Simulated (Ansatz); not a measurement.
# GaN: the gap against volume

GaN, P6_3mc, a = 3.183 Å, c = 5.184 Å. Ansatz: r2SCAN, PAW, 500 eV, Γ-centred 12×12×6 mesh on 4 atoms, Gaussian smearing 0.02 eV; no spin polarisation. Shape and atoms are relaxed at each volume; x = ln(V/V0) with V0 = 11.371 Å³/atom. The gap is read at the mesh points alone.

```
      x gap y (eV)
-0.1278       3.239
-0.0943       3.007
-0.0619       2.783
-0.0305       2.564
 0.0000           ?
 0.0296       2.144
 0.0583       1.944
 0.0953       1.687
```

Fit a straight line to the other rows, give the volume deformation potential of the gap and its pressure coefficient, and predict the missing gap. B0 = 196.6 GPa.

Means x = -0.01876, y = 2.4811; Σ(Δx)² = 0.04088, ΣΔxΔy = -0.2846; the slope is their ratio. y = 2.3505 − 6.9623 x. The slope is the deformation potential a = dE_g/d ln V = -6.96 eV, and dE_g/dP = −a/B0 = 35.4 meV/GPa. At x = 0.0000 the fit asked for gives 2.350 eV. The run gave 2.351 eV, so the fit is 0.001 eV too low, within twice the rms miss on the fitted rows (0.0009 eV).

Semilocal functionals give gaps under the measured ones; changes of the gap mostly carry over better.